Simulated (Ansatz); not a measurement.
**Structures of As2O: which is lowest?**

Plane-wave DFT in Ansatz with scalar-relativistic PAW potentials, cutoff 420 eV, Γ-centred meshes chosen by cell and gap, Gaussian smearing with energies taken to zero width. Every cell was relaxed (cell and atoms) in a run of its own, within the symmetry of its start. Functional: PBE.

Relaxed structures (starts from databases or built by putting these elements on another compound's sites):
A. I4/mmm, 3 atoms in the computed cell, a = 3.913 Å, c = 7.520 Å; sites (symmetry × multiplicity) As 4mm × 4, O 4/mmm × 2; start: built
B. P4_2/mnm, 6 atoms in the computed cell, a = 6.268 Å, c = 2.742 Å; sites (symmetry × multiplicity) As m.2m × 4, O m.mm × 2; start: built
C. R-3m, 3 atoms in the computed cell, a = 2.940 Å, c = 17.695 Å; sites (symmetry × multiplicity) As 3m × 6, O -3m × 3; start: built

Task: Rank them by energy. Could pressure change the order?

Result:
| structure | group | E − E(lowest) (meV/atom) | V (Å³/atom) | gap on mesh (eV) |
| --- | --- | --- | --- | --- |
| A | I4/mmm | 0.0 | 19.19 | 0.00 |
| B | P4_2/mnm | 295 | 17.96 | 0.00 |
| C | R-3m | 485 | 14.72 | 0.00 |

A is lowest, 295 meV/atom under B. C is denser by 4.47 Å³/atom, so pressure favours it: ΔE/ΔV, with ΔE in eV and 1 eV/Å³ = 160.2 GPa, gives about 17 GPa for equal enthalpy if both cells were rigid; at such pressures compression changes ΔV much, so this is a scale only. Other structures may lie lower than all of these, and vibrations aren't counted.